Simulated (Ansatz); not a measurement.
A geometry of Ir away from equilibrium: the start of the relaxation of a generated cell, Ir placed in the AFLOW prototype A_tP4_129_ac (A_d). Calculation: PBE (plane waves to 420 eV, PAW, scalar-relativistic; Ansatz, a first-principles code). Γ-centred k-mesh 8×8×11 on the run's cell (coarser than for final values), Fermi–Dirac smearing 0.05 eV.

```xyz
4
Lattice="4.3417 0.0000 0.0000 0.0000 4.3417 0.0000 0.0000 0.0000 3.0038" Properties=species:S:1:pos:R:3 pbc="T T T"
Ir     0.0000     0.0000     0.0000
Ir     2.1709     2.1709     0.0000
Ir     2.1709     0.0000     1.1264
Ir     0.0000     2.1709     1.8774
```

**Question.** Give the Cartesian forces on all atoms (eV/Å).

**Answer.** 
```
atom    Fx    Fy     Fz
----  ----  ----  -----
Ir1   0.00  0.00   0.00
Ir2   0.00  0.00   0.00
Ir3   0.00  0.00   2.90
Ir4   0.00  0.00  -2.90
```

**Question.** What is the pressure?

**Answer.** +40.0 GPa, compression positive.

No spin polarisation in the result.

The run could not lower the symmetry of its start; a shaken copy of this end point relaxes with PBE to Fm-3m (No. 225), 0.33 eV/atom lower.

The end of the path is a generated cell of Ir: the first start was made by placing the elements on the sites of a structure type, and the end was not matched to a known phase here, so it may be hypothetical. Known forms of Ir include space group No. 225.
